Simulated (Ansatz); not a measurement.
Values for one crystal, relaxed and computed with the program Ansatz at the PBE level (PAW); other levels are named.

```yaml
volume_per_atom: 20.27 Å³
electronic_character: metallic (no gap)
Elastic constants (relaxed ions, GPa): C11 = 14.8, C12 = 13.4, C44 = 11.2
mechanical_stability: stable (all eigenvalues of C positive)
Bulk modulus (Birch–Murnaghan fit): 139 kbar
Density of states at the Fermi level: 0.48 states/eV per atom (mean over ±0.08 eV)
Pressure derivative B′: 3.4
```

### Question
Which compound is it?
A) Eu, bcc (W type)
B) V, bcc (W type)
C) Cr, bcc (W type)
D) Li, bcc (W type)

### Answer
D, Li, bcc (W type)

Space group Im-3m (bcc (W type)). The cell was relaxed with PBE under the symmetry of its start. As this level gives no gap, shear constants depend on the k-mesh and smearing (Fermi–Dirac, 0.1 eV here).

Potentials: the later of the program's two PAW sets.
